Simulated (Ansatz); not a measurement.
AlNi in space group Fd-3m (No. 227; Al on 8b, Ni on 8a) under volume change, PBE in the plane-wave PAW code Ansatz, scaled uniformly.

```json
[
 {"V (Å³/atom)": "11.368", "E − E(relaxed) (meV/atom)": "[?]", "P (GPa)": "[?]"},
 {"V (Å³/atom)": "11.742", "E − E(relaxed) (meV/atom)": "23.0", "P (GPa)": "10.40"},
 {"V (Å³/atom)": "12.117", "E − E(relaxed) (meV/atom)": "5.5", "P (GPa)": "4.78"},
 {"V (Å³/atom)": "12.492", "E − E(relaxed) (meV/atom)": "0.0", "P (GPa)": "0.01"},
 {"V (Å³/atom)": "12.867", "E − E(relaxed) (meV/atom)": "[?]", "P (GPa)": "[?]"},
 {"V (Å³/atom)": "13.241", "E − E(relaxed) (meV/atom)": "18.4", "P (GPa)": "-7.48"},
 {"V (Å³/atom)": "13.616", "E − E(relaxed) (meV/atom)": "39.5", "P (GPa)": "-10.40"}
]
```

**Question.** Some entries are withheld; supply them.

**Answer.** 
- 12.867, E − E(relaxed) (meV/atom): 4.8
- 12.867, P (GPa): -4.04
- 11.368, E − E(relaxed) (meV/atom): 54.9
- 11.368, P (GPa): 17.01

**Question.** What does a third-order Birch–Murnaghan fit give for V₀, B₀ and B′?

**Answer.** V₀ = 12.49 Å³/atom, B₀ = 146 GPa, B′ = 4.4.

The cell is a constructed one: a structure type filled with these elements; neither database checked (COD, Materials Project) lists it. It is not the phase usual at ambient conditions (space group No. 221). The cell was relaxed with PBE under the symmetry of its start; whether a distortion lowers the energy is not shown. The workflow began spin-polarised and lost its moments.

Potentials: the later of the program's two PAW sets.
